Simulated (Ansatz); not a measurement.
# Settings and field gradients in BaTiO₃

Cell: a Materials Project structure (computed, not necessarily an observed phase), atoms as given.

```
CELL_PARAMETERS angstrom
4.00768 0.00000 0.00000
0.00000 4.00768 0.00000
0.00000 0.00000 4.00768
ATOMIC_POSITIONS crystal
Ba 0.50000 0.50000 0.50000
Ti 0.00000 0.00000 0.00000
O 0.50000 0.00000 0.00000
O 0.00000 0.50000 0.00000
O 0.00000 0.00000 0.50000
```

Atom numbers follow the list; atoms alike are taken as one site, whose name carries the number of the first.

Reference run. The numbers come from a DFT calculation in Ansatz (PBE, plane waves and PAW, scalar-relativistic, 420 eV cutoff, Γ-centred 5×5×5 k-points, Fermi–Dirac smearing 0.02 eV).

It gives V_zz (10²¹ V/m²) O 2.59 (η 0.00), among others. Each of these runs changes the input as listed (caps on SCF iterations aside):

A. hamiltonian.xc: pbe → r2scan
B. basis.xc_grid: not typed → 4; hamiltonian.dispersion: not typed → d4

Q: Which of these changes matter for the gradients?

A: 

```
run   O V_zz (η)  largest change of a gradient tensor, all atoms                            note
  A  2.99 (0.00)                                            0.40  converged; cutoff taken 500 eV
  B  2.59 (0.00)                                            0.00                       converged
```

Run A moves them most, on O (V_zz from 2.59 to 2.99).

On the reference run: This high-symmetry form of BaTiO3 is unstable when cold, to polar off-centring of Ti. The symmetry of the cell holds that distortion back, wholly or in part, and it would change the field gradients, the more the larger the distortion.
